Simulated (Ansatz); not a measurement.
Bi4Se3:
```cif
data_Bi12Se9
_chemical_formula_sum 'Bi12 Se9'
_space_group_name_H-M_alt 'R-3m :H'
_space_group_IT_number 166
_space_group_name_Hall '-R 3 2"'
_cell_length_a 4.27225
_cell_length_b 4.27225
_cell_length_c 41.10845
_cell_angle_alpha 90.000
_cell_angle_beta 90.000
_cell_angle_gamma 120.000
loop_
_atom_site_label
_atom_site_type_symbol
_atom_site_symmetry_multiplicity
_atom_site_Wyckoff_symbol
_atom_site_fract_x
_atom_site_fract_y
_atom_site_fract_z
_atom_site_occupancy
Bi1 Bi 6 c 0.00000 0.00000 0.14585 1
Bi2 Bi 6 c 0.00000 0.00000 0.28814 1
Se1 Se 6 c 0.00000 0.00000 0.41499 1
Se2 Se 3 a 0.00000 0.00000 0.00000 1
```
(The calculation used a cell of 7 atoms; values per cell refer to that cell.)

Relaxed with r²SCAN+D4.

Tabulate the valence density and the electron localisation function along the shortest Bi–Bi contact (3.00 Å), plane-wave PAW r²SCAN+D4 (Ansatz code).



```
distance from Bi (Å)  density (e/Å³)   ELF
--------------------  --------------  ----
0.30                            6.79  0.08
0.45                            5.44  0.13
0.60                            3.83  0.26
0.75                            2.17  0.37
0.90                            1.03  0.40
1.05                            0.61  0.39
1.20                            0.43  0.43
1.35                            0.35  0.52
1.50                            0.33  0.56
1.65                            0.35  0.52
1.80                            0.43  0.43
1.95                            0.61  0.39
2.10                            1.03  0.40
2.25                            2.17  0.37
2.40                            3.83  0.26
2.55                            5.44  0.13
2.70                            6.79  0.08
```

The density is the valence pseudo-density with augmentation charge, so density and ELF within about 1 Å of a nucleus are not all-electron values.

The workflow started from an entry of the Crystallography Open Database (COD). Its standing as an ambient phase is unchecked. The r²SCAN+D4 relaxation kept the symmetry of its start; its stability against distortions is not shown here. Spin–orbit coupling is left out wherever it is not named.

Potentials: the later of the program's two PAW sets.
